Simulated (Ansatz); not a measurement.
Zr:
```xyz
2
Lattice="0.0000 3.1386 3.1386 3.1386 0.0000 3.1386 3.1386 3.1386 0.0000" Properties=species:S:1:pos:R:3 pbc="T T T"
Zr     0.0000     0.0000     0.0000
Zr     1.5693     1.5693     1.5693
```

Relaxed with PBE. Special points in fractions of this cell's reciprocal vectors: Γ (0.000, 0.000, 0.000); X (0.500, 0.000, 0.500); U (0.625, 0.250, 0.625); K (0.375, 0.375, 0.750); L (0.500, 0.500, 0.500); W (0.500, 0.250, 0.750).

Problem. List the band energies nearest the Fermi level at these points for PBE (plane waves, PAW; program Ansatz).

Solution. In eV from the Fermi level; about four levels below and three above (degenerate sets whole), none deeper than 8.9 eV; points with the same levels are listed once.

```tsv
k	below	above
Γ	-0.83 -0.83 -0.01 -0.01 -0.01	2.10 2.10 2.10
X	-1.78 -1.78 -0.07 -0.07	0.31 0.31 1.71 1.71
U	-1.93 -1.48 -0.52 -0.21	0.36 1.20 1.38
L	-0.72 -0.72 -0.15 -0.15	0.71 3.16 3.16
W	-1.81 -1.81 -0.05 -0.05	0.85 0.85 1.08 1.08
```

Space group Fd-3m (diamond). The start of the workflow was typed in or built on a structure type; neither database checked (COD, Materials Project) lists it. It is not the phase usual at ambient conditions (space group No. 194). The PBE relaxation kept the symmetry of its start; whether a distortion lowers the energy is not shown. The run is not spin-polarised. The volume moved by -16 % from the start of the relaxation. Spin–orbit coupling is left out wherever it is not named.

Potentials: the earlier of the program's two PAW sets.
